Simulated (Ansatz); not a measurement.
Values for one crystal, relaxed and computed with r²SCAN in the plane-wave PAW code Ansatz; other levels are named.

| Quantity | Result |
|---|---|
| Volume per atom | 12.94 Å³ |
| Electronic character | metallic (no gap) |
| Formation energy from the elements (no fitted shifts) | 0.89 eV/atom |
| Young's modulus | 98.4 GPa |
| Bulk modulus (Birch–Murnaghan fit) | 233 GPa |
| Gap with spin–orbit coupling | none (metallic) |
| Poisson's ratio | 0.43 |

Which compound is it?
A) DyB2C2, P4/mbm (Dy on 2a, B on 4h, C on 4h)
B) YSiPt, Pnma (Y on 4c, Si on 4c, Pt on 4c)
C) PtC, zinc blende
D) CdAsPt5, P4/mmm (Cd on 1c, As on 1b, Pt on 4i, Pt on 1a)

C, PtC, zinc blende

Space group F-43m (zinc blende). The start of the workflow was typed in or built on a structure type; neither database checked (COD, Materials Project) lists it. Its standing as an ambient phase is unchecked. The r²SCAN relaxation kept the symmetry of its start; its stability against distortions is not shown here. The run is not spin-polarised. Its formation energy is positive at this level, so the cell may be metastable or incomplete. The references are the lowest solids computed at this level, not always the standard phases. Scalar-relativistic: spin–orbit coupling is off unless named, which matters more the heavier the elements.

Potentials: the later of the program's two PAW sets.
